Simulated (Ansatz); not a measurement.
## Ti5W (Cmmm)

All numbers below come from DFT PBE, scalar-relativistic, plane waves, PAW (Ansatz).

Plane waves to 420 eV, a k mesh through Γ of 14×14×4 on the computed 6-atom cell and Gaussian smearing (0.10 eV); no spin polarisation.

The structure is relaxed at this level of theory with its symmetry kept, and needn't be the ground state of this composition.

```cif
data_structure
_symmetry_space_group_name_H-M 'Cmmm'
_symmetry_Int_Tables_number 65
_cell_length_a 3.1252
_cell_length_b 4.6535
_cell_length_c 13.9888
_cell_angle_alpha 90.000
_cell_angle_beta 90.000
_cell_angle_gamma 90.000
_cell_volume 203.44
loop_
_atom_site_label
_atom_site_type_symbol
_atom_site_symmetry_multiplicity
_atom_site_Wyckoff_symbol
_atom_site_fract_x
_atom_site_fract_y
_atom_site_fract_z
_atom_site_occupancy
Ti1 Ti 4 k 0.00000 0.00000 0.83094 1
Ti2 Ti 4 l 0.50000 0.00000 0.65777 1
Ti3 Ti 2 b 0.50000 0.00000 0.00000 1
W1 W 2 d 0.00000 0.00000 0.50000 1
```

| Quantity | Value |
| --- | --- |
| Space group | Cmmm (No. 65) |
| Volume per atom | 16.95 Å³ |
| Formation energy from the elements' standard states (uncorrected) | +0.074 eV/atom |
| Kohn–Sham band gap | none (metal) |
| Density of states at the Fermi level | 12.5 states/eV per cell |
| Orbital (Löwdin) character within 0.5 eV of the Fermi level | Ti 3d 81 %, unprojected 6 % |
| Bader charge by site (e) | Ti (2 in the cell) -0.04, Ti (2 in the cell) 0.49, Ti (1 in the cell) 0.01, W (1 in the cell) -0.91 |

Spin-orbit coupling is left out, which matters for the bands of heavy elements. Spin polarisation was left out, and a magnetic state may lie lower.

The cell was found from a structure generator's guess, not taken from experiment. Löwdin shares on free-atom orbitals overweight diffuse shells.
